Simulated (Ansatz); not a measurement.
Ca3BiN (anti-perovskite, Pm-3m) at seven volumes, plane-wave PAW LDA (Ansatz code), scaled uniformly. One row is withheld.

| V (Å³/atom) | P (GPa) |
|---|---|
| 19.871 | 7.51 |
| 20.526 | 4.61 |
| 21.182 | 2.13 |
| 21.837 | 0.01 |
| 22.492 | -1.81 |
| 23.147 | -3.36 |
| 23.802 | ? |

Question: Fit the shown pressures and predict the withheld one.

Answer: P = (3/2)B₀(x^(7/2) − x^(5/2))[1 + (3/4)(B′ − 4)(x − 1)] with x = (V₀/V)^(2/3). Least squares on the six rows gives V₀ = 21.840 Å³/atom, B₀ = 65.3 GPa, B′ = 4.16. At V = 23.802, x = 0.9443 and P = -4.70 GPa. The run itself gave -4.70 GPa.

The workflow started from a Materials Project entry (that database holds measured and hypothetical structures alike); the Crystallography Open Database files this formula in space group No. 221, but the cells were not matched. Its standing as an ambient phase is unchecked. The cell was relaxed with LDA under the symmetry of its start; of distortions, only those at the zone centre were tested. Scalar-relativistic: spin–orbit coupling is off unless named, which matters more the heavier the elements.

Potentials: the later of the program's two PAW sets.
